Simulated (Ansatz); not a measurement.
## WC: input and output

input.yaml (Ansatz 0.2.0)

```yaml
crystal:
  lattice:
    - [2.9215704, 0.0, 0.0]
    - [-1.4607852, 2.53015675, 0.0]
    - [0.0, 0.0, 2.85314884]
  atoms:
    - { symbol: W, position: [0.0, 0.0, 0.0] }
    - { symbol: C, position: [0.66667, 0.33333, 0.5] }
  symmetry: { tolerance: 0.0003 }
kpoints:
  mp_grid: { grid: [13, 13, 12], shift: [0, 0, 0] }
  band_path:
    path:
      - [0.0, 0.0, 0.0]
      - [0.5, 0.0, 0.0]
      - [0.33333333, 0.33333333, 0.0]
      - [0.0, 0.0, 0.0]
      - [0.0, 0.0, 0.5]
      - [0.5, 0.0, 0.5]
      - [0.33333333, 0.33333333, 0.5]
      - [0.0, 0.0, 0.5]
      - [0.5, 0.0, 0.5]
      - [0.5, 0.0, 0.0]
      - [0.33333333, 0.33333333, 0.5]
    npoints: 6
magnetization:
  spin_polarized: false
scf:
  occupations: { method: fermi_dirac, width: 0.0357 }
  lower_state_search: "off"
  max_iter: 200
hamiltonian:
  pseudopotentials: { kind: paw }
  xc: r2scan
basis:
  ecutwfc: 500
  fft_grid_basis: typed
output:
  forces: true
  stress: true
  eigenvalues: true
  bader: true
  populations: true
  elf: true
  write_potential: true
  volumetric_format: npy
  dos:
    e_range: [-12, 8]
    de: 0.05
    projected: { site_lists: { C: [C], W: [W] } }
checkpoint:
  read: saved_state
```

Run as

```sh
ansatz run input.yaml --threads 1 --pin off --max-ram 2560MiB --backend cpu --events-out ev --progress --plain --runs-dir out
```

The saved state is an earlier solution for the same cell, perhaps on another mesh. 

Output (shortened):

```
SCF iter   1: F=-10649.3189 eV  Δρ=2.11e-3  dr2=1.92e-4  dr2_τ=1.28e-2
SCF iter   2: F=-10649.3191 eV  Δρ=1.04e-3  dr2=3.02e-5  dr2_τ=7.49e-5
SCF iter   3: F=-10649.3191 eV  Δρ=5.03e-4  dr2=1.13e-5  dr2_τ=1.73e-5
SCF iter   4: F=-10649.3191 eV  Δρ=1.83e-4  dr2=5.99e-7  dr2_τ=2.21e-6
SCF iter   5: F=-10649.3191 eV  Δρ=1.88e-5  dr2=1.38e-8  dr2_τ=1.31e-8
Free energy (F): -10649.3191 eV
Harris-Foulkes:  -10649.3191 eV  (|F-HF|=7.99e-8)
Internal energy: -10649.3177 eV  (E = F + TS)
E sigma→0 (E₀):  -10649.3184 eV
Entropy (-TS):   -0.0014 eV (-0.719 meV/atom)
Fermi energy:    20.0909 eV
--- Per-component energies (eV) ---
  E_band       = -81.2162
  E_kinetic    = 541.1440
  E_local      = -677.0213  (includes V_loc(G=0)·N_el)
  E_nonlocal   = 25.6780
  E_hartree    = 238.8240
  E_xc         = -297.4365
  E_vxc        = -326.3283  (∫ρ·V_xc dr)
  E_paw        = -8693.2656  (= ΣΔE_a)
  E_vpaw       = -139.0049  (= ΣTr[D̂ρ^β])
  E_aug_tail   =  0.0000  (compensation charges beyond the density's cutoff)
  E_vtau       = 16.6686  (kinetic-family band-sum trace: ∫τ·v_τ [+ j·A + Jᵃ·Aᵃ] dr)
  E_ewald      = -1786.6275
  E_core_change = -0.6127  (= ΣΔE_core)
  E_smearing   = -0.0014  (= −TS)
--- Stress (GPa, compression-positive) ---
       -3.9994       0.0000       0.0000
        0.0000      -3.9994       0.0000
        0.0000       0.0000      -7.0446
  P = ⅓ Tr σ = -5.0145 GPa (-50.145 kbar)
--- Löwdin populations: 2 sites ---
  site symbol       q [e]
     0      W     13.1609
     1      C      4.7518
  spilling = 0.0049 (of n_electrons = 18.0000)
--- Bader charges: 2 sites ---
  site symbol  charge [e]  shift [e]
     0      W      1.4812     0.0036
     1      C     -1.4812     0.0036
```

Absolute energies hang on the potentials; compare differences alone.

Origin: a database entry at a rescaled volume.
